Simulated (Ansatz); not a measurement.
PtCl2:
```yaml
crystal:
  lattice:
    - [3.46593, 0.00000, 0.00000]
    - [0.00000, 10.59490, 0.00000]
    - [0.00000, 0.00000, 3.40844]
  atoms:
    - { symbol: Pt, position: [0.00000, 0.00000, 0.50000] }
    - { symbol: Pt, position: [0.50000, 0.50000, 0.00000] }
    - { symbol: Cl, position: [0.93841, 0.85811, 0.00000] }
    - { symbol: Cl, position: [0.06159, 0.14189, 0.00000] }
    - { symbol: Cl, position: [0.43841, 0.64189, 0.50000] }
    - { symbol: Cl, position: [0.56159, 0.35811, 0.50000] }
```

Relaxed with LDA. Special points in fractions of this cell's reciprocal vectors: Γ (0.000, 0.000, 0.000); X (0.500, 0.000, 0.000); S (0.500, 0.500, 0.000); Y (0.000, 0.500, 0.000); Z (0.000, 0.000, 0.500); U (0.500, 0.000, 0.500); R (0.500, 0.500, 0.500); T (0.000, 0.500, 0.500).

List the band energies nearest the valence-band maximum at these points for plane-wave PAW LDA (Ansatz code).

In eV from the valence-band maximum; about four levels below and three above (degenerate sets whole), none deeper than 8.9 eV; points with the same levels are listed once.

| k | below | above |
|---|---|---|
| Γ | -1.76 -1.75 -0.33 0.00 | 1.15 1.98 3.47 |
| X | -0.64 -0.64 -0.11 -0.11 | 1.64 1.64 4.01 4.01 |
| S | -0.74 -0.74 -0.08 -0.08 | 1.64 1.64 4.15 4.15 |
| Y | -1.76 -1.76 -0.16 -0.16 | 1.56 1.56 4.14 4.14 |
| Z | -1.84 -1.84 -0.21 -0.21 | 1.53 1.53 4.17 4.17 |
| U | -0.95 -0.95 -0.04 -0.04 | 1.55 1.55 3.05 3.05 |
| R | -0.86 -0.86 -0.07 -0.07 | 1.43 1.43 3.27 3.27 |
| T | -1.84 -1.84 -0.21 -0.21 | 1.46 1.46 4.38 4.38 |

Space group Pnnm. The first step of the workflow began from a Materials Project structure, measured or hypothetical; the Crystallography Open Database copy checked does not list it. COD files the formula under space group No. 166, so this cell is another polymorph or a model. Its standing as an ambient phase is unchecked. The cell was relaxed with LDA under the symmetry of its start; whether a distortion lowers the energy is not shown. The run is not spin-polarised. A crystal of weakly bound chains computed without a dispersion correction: the cell and the soft elastic constants depend strongly on that. Spin–orbit coupling is left out wherever it is not named.

Potentials: the later of the program's two PAW sets.
